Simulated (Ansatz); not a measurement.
**TiO2: from a starting cell to a relaxed one**

The start is a generated cell, TiO2 built in the AFLOW prototype A2B_tI12_141_e_a (C5, as in TiO2). A full variable-cell relaxation at zero pressure is run with PBE (plane waves to 420 eV, PAW, scalar-relativistic; Ansatz, an electronic-structure program). First-step values are on the input's coarse k-mesh.

Ansatz input (later rounds restart from its end on a renewed k-mesh):
Ansatz 0.2 input:
```yaml
crystal:
  lattice:
    - [-1.782421, 1.782421, 4.4803047]
    - [1.782421, -1.782421, 4.4803047]
    - [1.782421, 1.782421, -4.4803047]
  atoms:
    - { symbol: O, position: [0.33306, 0.33306, 0] }
    - { symbol: O, position: [0.41694, 0.91694, 0.5] }
    - { symbol: O, position: [0.66694, 0.66694, 0] }
    - { symbol: O, position: [0.08306, 0.58306, 0.5] }
    - { symbol: Ti, position: [0.75, 0.25, 0.5] }
    - { symbol: Ti, position: [0, 0, 0] }
basis: { ecutwfc: 420, ecutrho_ratio: 4, xc_grid: 2, fft_grid_basis: typed }
kpoints: { mp_grid: { grid: [9, 9, 9] } }
hamiltonian:
  xc: pbe
  dispersion: none
  pseudopotentials: { azcp: { folder: ./paw }, kind: paw }
scf: { occupations: { method: fermi_dirac, width: 0.05 } }
relax: { f_tol: 0.01, max_steps: 100, cell: { stress_tol: 0.02 } }
output: { forces: true, stress: true }
```

```json
{
 "largest_initial_force": "3.46 eV/Å, on O1, O2, O3, O4 (atoms numbered as listed)",
 "outcome": "The space group stays I4₁/amd (No. 141) (the run could not lower it); the end is anatase type, with 6 atoms in the primitive cell",
 "energy_released": "1.91 eV/atom",
 "volume_change": "+23.0 %, from 9.49 to 11.67 Å³/atom",
 "Shortest distances (start → end)": "The closest pairs of elements (up to four, under 3.6 Å), start → end: O–Ti 1.93 → 1.95 Å; O–O 1.93 → 2.47 Å; Ti–Ti 2.86 → 3.08 Å",
 "band_gap_at_the_end": "2.13 eV, indirect (valence top at 87 % of the way from Γ to X, conduction bottom at Γ) (no spin-orbit coupling)",
 "optimiser_moves": "14"
}
```

Relaxed structure:

```cif
data_O8Ti4
_chemical_formula_sum 'O8 Ti4'
_space_group_name_H-M_alt 'I41/amd :1'
_space_group_IT_number 141
_space_group_name_Hall 'I 4bw 2bw -1bw'
_cell_length_a 3.79852
_cell_length_b 3.79852
_cell_length_c 9.70341
_cell_angle_alpha 90.000
_cell_angle_beta 90.000
_cell_angle_gamma 90.000
loop_
_atom_site_label
_atom_site_type_symbol
_atom_site_symmetry_multiplicity
_atom_site_Wyckoff_symbol
_atom_site_fract_x
_atom_site_fract_y
_atom_site_fract_z
_atom_site_occupancy
O1 O 8 e 0.00000 0.00000 0.20641 1
Ti1 Ti 4 a 0.00000 0.00000 0.00000 1
```
(The calculation used a cell of 6 atoms; values per cell refer to that cell.)

Final values are on a 12×12×12 k-mesh of the relaxed cell. No spin polarisation in the result.

The run could not lose the symmetry of its start.
